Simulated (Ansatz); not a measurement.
## Energy over volume and axial ratio for HfSiSe (space group P4/nmm)

HfSiSe (space group P4/nmm)

Space group P4/nmm, origin choice 1 (No. 129); a = b = 3.576 Å, c = 8.256 Å, α = β = γ = 90.00°

```tsv
atom	site	symmetry	x	y	z
Hf	2c	4mm	0.5000	0.0000	0.2555
Si	2a	-4m2	0.0000	0.0000	0.0000
Se	2c	4mm	0.0000	0.5000	0.3792
```

The relaxed cell is deformed in two ways at once: its volume V is scaled, and at that volume it is stretched along z (the c axis of the conventional cell) so that c/a changes. Fractional atomic positions are held.

Method: PBEsol (plane waves to 420 eV, PAW, scalar-relativistic; Ansatz, a quantum-chemistry and plane-wave program). k mesh 13×13×6 (Γ-centred), Fermi-Dirac smearing 0.05 eV. Energies are smeared free energies. Compression counts positive. As the atoms are clamped, bonds stretch with the cell, which overstates energies and stresses. With partly filled bands, the response to shear is sensitive to the k mesh, so small differences along c/a are uncertain. HfSiSe is run without spin polarisation. HfSiSe was relaxed with its symmetry unable to fall. Spin-orbit coupling is left out, though Hf is heavy. The zero of ΔE is the relaxed starting cell.

ΔE (meV/atom), with V/V₀ across and (c/a)/(c/a)₀ down:

```
(c/a)/(c/a)₀ \ V/V₀  0.920  0.960  1.000  1.040  1.080
-------------------  -----  -----  -----  -----  -----
0.880                  172    122    101    103    125
0.940                   81     37     23     32     60
1.000                   54     13      0     11     41
1.060                   78     33     18     27     56
1.120                  139     88     67     71     95
```

σzz − σxx (GPa), with V/V₀ across and (c/a)/(c/a)₀ down:

```csv
(c/a)/(c/a)₀ \ V/V₀,0.920,0.960,1.000,1.040,1.080
0.880,28.4,25.1,22.3,19.7,17.4
0.940,13.2,11.6,10.2,9.0,7.9
1.000,-0.3,-0.1,0.0,0.0,0.1
1.060,-11.6,-9.9,-8.5,-7.3,-6.3
1.120,-21.4,-18.3,-15.7,-13.5,-11.7
```

Key numbers:

| Quantity | Value |
|---|---|
| Modulus against c/a change at fixed volume, (3/4V)·∂²E/∂(ln c/a)² (fit, atoms clamped) | 77 GPa, an upper bound as the atoms could relax |
| Lowest place on the grid | V/V₀ = 1.000, (c/a)/(c/a)₀ = 1.000 (0 meV/atom) |
| Highest place on the grid | V/V₀ = 0.920, (c/a)/(c/a)₀ = 0.880 (172 meV/atom) |

(A scan under strain: stresses follow from slopes of the energy per volume, elastic moduli from its curvatures.)
